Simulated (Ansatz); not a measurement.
Relaxed-ion elastic tensor of LuSb (rock salt, Fm-3m) in GPa (Voigt order), LDA (plane waves, PAW; program Ansatz); density 9.46 g/cm³, 26.05 Å³ per atom.

```tsv
	1	2	3	4	5	6
1	185	16.8	16.8	0.0	0.0	0.0
2	16.8	185	16.8	0.0	0.0	0.0
3	16.8	16.8	185	0.0	0.0	0.0
4	0.0	0.0	0.0	27.2	0.0	0.0
5	0.0	0.0	0.0	0.0	27.2	0.0
6	0.0	0.0	0.0	0.0	0.0	27.2
```

Question: Is the crystal mechanically stable?

Answer: Yes: the smallest eigenvalue of C is 27.2 GPa.

Question: Work out the Voigt, Reuss and Hill averages.

Answer: K_V = 72.9, K_R = 72.9, K_H = 72.9; G_V = 50.0, G_R = 37.3, G_H = 43.6 GPa.

Question: Give Young's modulus, Poisson's ratio, Pugh's ratio and the universal anisotropy index.

Answer: E = 9KG/(3K + G) = 109 GPa; ν = 0.25; K/G = 1.67 (near the Pugh limit of 1.75, no verdict); A_U = 5G_V/G_R + K_V/K_R − 6 = 1.71.

Question: Estimate the sound speeds and the Debye temperature.

Answer: v_l = √((K + 4G/3)/ρ) = 3720 m/s, v_t = √(G/ρ) = 2150 m/s, mean 2380 m/s; Θ = (h/k)(3n/4πV)^(1/3) v_m = 239 K.

Question: Give the Zener ratio and Young's modulus along [100], [110] and [111].

Answer: A = 2C44/(C11 − C12) = 0.32; 1/E = S11 − 2(S11 − S12 − S44/2)Γ with Γ = 0, 1/4, 1/3 gives 182, 85.3, 72.5 GPa.

Question: Solve the Christoffel equation for the three sound speeds along [100], [110], [111].

Answer: Eigenvalues of C_ijkl n_j n_l equal ρv². In km/s, slowest first: [100] 1.69, 1.69, 4.42; [110] 1.69, 2.98, 3.68; [111] 2.62, 2.62, 3.40.

The workflow started from a Materials Project entry (that database holds measured and hypothetical structures alike); the Crystallography Open Database copy checked does not list it. Its standing as an ambient phase is unchecked. The LDA relaxation kept the symmetry of its start; of distortions, only those at the zone centre were tested. As this level gives no gap, shear constants depend on the k-mesh and smearing (Fermi–Dirac, 0.1 eV here). Spin–orbit coupling is left out wherever it is not named.

Potentials: the later of the program's two PAW sets.
